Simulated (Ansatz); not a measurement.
One crystal and one scan (energy against volume) at two levels, PBE (plane waves to 420 eV, PAW, scalar-relativistic; Ansatz, an electronic-structure program) and PBEsol (plane waves to 420 eV, PAW, scalar-relativistic; Ansatz), each from its own relaxed cell and on its own mesh. The cell shown is that of PBE.

Sn (beta-Sn type, space group I4_1/amd)

```
Sn
1.0
   -2.97350     2.97350     1.60615
    2.97350    -2.97350     1.60615
    2.97350     2.97350    -1.60615
Sn
2
Cartesian
  0.00000   2.97350   0.80308
  0.00000   0.00000   0.00000
```

E(V) scan at fixed shape, V₀ the volume above. Symmetry pins the atoms to their sites.

The energy includes the smearing's −TS. Sn was relaxed with its symmetry unable to fall. With the shape held, the modulus is that of even scaling; a crystal free to change shape is softer. Both scans cover V/V₀ from 0.840 to 1.160.

ΔE (meV/atom), each from the relaxed starting cell of its own level:

```json
[
 {"V/V₀": "0.840", "PBE": "151", "PBEsol": "withheld"},
 {"V/V₀": "0.872", "PBE": "90", "PBEsol": "101"},
 {"V/V₀": "0.904", "PBE": "47", "PBEsol": "53"},
 {"V/V₀": "0.936", "PBE": "20", "PBEsol": "22"},
 {"V/V₀": "0.968", "PBE": "5", "PBEsol": "5"},
 {"V/V₀": "1.000", "PBE": "0", "PBEsol": "0"},
 {"V/V₀": "1.032", "PBE": "4", "PBEsol": "4"},
 {"V/V₀": "1.064", "PBE": "15", "PBEsol": "17"},
 {"V/V₀": "1.096", "PBE": "32", "PBEsol": "36"},
 {"V/V₀": "1.128", "PBE": "55", "PBEsol": "61"},
 {"V/V₀": "1.160", "PBE": "81", "PBEsol": "90"}
]
```

Q: Estimate the PBEsol value at 0.840 from the PBE value there and the ratio of the two levels in the two nearest given rows on that side of the minimum.

A: At 0.872 and 0.904 the ratio PBEsol/PBE averages 1.125, which gives 1.125 × 151 = 170 meV/atom. The calculation gives 169 meV/atom, +11.9 % against PBE.

(Under strain, the slope of the energy per volume gives the stress and its curvature an elastic modulus.)
